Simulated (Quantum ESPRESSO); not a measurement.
## Si6BN (a curve over strain)

Simulated, not a measurement. The program is pw.x of Quantum ESPRESSO 7.5 (plane-wave density functional theory). The cell is made up: 8 atoms on a zincblende/diamond lattice, with randomly drawn elements, strain and displacements, not relaxed. PseudoDojo standard norm-conserving files (v0.5 for PBE, v0.4.1 for LDA and PBEsol) set the functional; there is no spin polarisation, spin-orbit coupling or dispersion term, and the masses in the input are unused placeholders.

Seven runs add a strain to one cell (along z); the atoms follow the cell and are not relaxed. Stress in the table is positive in tension.

Input of the run at -0.0034:

```
&control calculation='scf', pseudo_dir='./dojo.nc.sr.pbe.v0_5.standard.upf', outdir='./o', disk_io='medium', tprnfor=.true., tstress=.true. /
&system ibrav=0, nat=8, ntyp=3, nbnd=26, ecutwfc=84.00895049, nosym=.true., tot_charge=0,
 occupations='smearing', smearing='fd', degauss=0.0073498644
/
&electrons conv_thr=7.350e-09, electron_maxstep=60, /
ATOMIC_SPECIES
B 1.0 B.upf
N 1.0 N.upf
Si 1.0 Si.upf
CELL_PARAMETERS angstrom
5.3948 0.0321 0.0328
0.0321 5.4337 -0.0058
0.0329 -0.0058 5.2618
ATOMIC_POSITIONS angstrom
Si 0.0068 0.1178 0.0187
Si 0.0042 2.6918 2.4957
B 2.6774 -0.0106 2.5945
N 2.7401 2.7995 -0.0927
Si 1.3699 1.2715 1.3645
Si 1.4033 4.1285 3.9059
Si 4.0063 1.3453 3.9999
Si 4.1306 4.1069 1.3101
K_POINTS automatic
6 6 6 1 1 1
```

```
added strain  free energy less that of the input shown (eV)  stress xx (GPa)  stress yy (GPa)  stress zz (GPa)  stress xy (GPa)  pressure (GPa)  iterations
     -0.0216                                        -0.1498            11.28            11.91             7.53             0.56          -10.24          11
     -0.0186                                        -0.1275            11.36            11.99             7.86             0.54          -10.40          11
     -0.0140                                        -0.0914            11.47            12.12             8.37             0.52          -10.65          11
     -0.0100                                        -0.0584            11.56            12.22             8.80             0.50          -10.86          11
     -0.0034                                         0.0000            11.71            12.38             9.51             0.47          -11.20          11
     +0.0189                                         0.2300            12.09            12.82            11.82             0.37          -12.24          11
     +0.0227                                         0.2741            12.15            12.88            12.20             0.36          -12.41          11
```

A cubic fit gives a slope of stress zz against the added strain of 105 GPa at zero added strain, with the atoms clamped. Across the table the free energy follows the integral of the stress to within 0.2 meV. A rerun of one of the cells at 1437 eV and a 8 x 8 x 8 mesh moved values by no more than 0.009 eV in energy, 0.03 GPa in stress and 0.008 eV/Å in force.